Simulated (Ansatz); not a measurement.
**PbO (P4/nmm) under strain**

A 4-atom cell of PbO started from a crystallographic database, relaxed with r2SCAN+rVV10 in Ansatz 0.2.0. Space group P4/nmm (No. 129), tetragonal; conventional cell a = 3.980 Å, c = 5.001 Å, 19.81 Å³ an atom. Pb has 4 O at 2.32 Å; O has 4 Pb at 2.32 Å.

The axes x, y and z are those of this cell:
```
CELL_PARAMETERS angstrom
3.98040 0.00000 0.00000
0.00000 3.98040 0.00000
0.00000 0.00000 5.00091
ATOMIC_POSITIONS crystal
Pb 0.00000 0.50000 0.23663
Pb 0.50000 0.00000 0.76337
O 0.00000 0.00000 0.00000
O 0.50000 0.50000 0.00000
```

Unstrained: HSE06 gives an indirect gap of 1.887 eV, from Γ to M; the least direct gap is 3.273 eV at Γ. Meshes: HSE06 4×4×4. Strains are changes of length per length. After each strain the atoms were relaxed again with r2SCAN+rVV10 within the symmetry that the strain leaves, so tilts or polar shifts that break it weren't tested; points keep the names that they have in the unstrained zone. (Simulation; spin polarisation is off.)

Changes of the least gap in eV (an overlap counts as a negative gap):
```json
{"strain": "epitaxial -1.25 % in the xy plane, free normal strain +2.02 %", "volume change (%)": "-0.5", "space group": "P4/nmm", "HSE06": "-0.109"}
{"strain": "uniaxial +4.19 % along z", "volume change (%)": "+4.2", "space group": "P4/nmm", "HSE06": "+0.195"}
```

Epitaxial -1.25 % in the xy plane, free normal strain +2.02 %. HSE06: the gap goes from 1.887 to 1.778 eV (-0.109 eV).

Uniaxial +4.19 % along z, other directions held. HSE06: the gap goes from 1.887 to 2.082 eV (+0.195 eV).

Spin-orbit coupling is left out; in compounds of Pb, Bi, Tl or Hg it can lower a gap by up to about 1 eV, split its edges or invert the bands.

The meshes of the hybrids are coarse, so their gaps aren't converged to the digits shown.
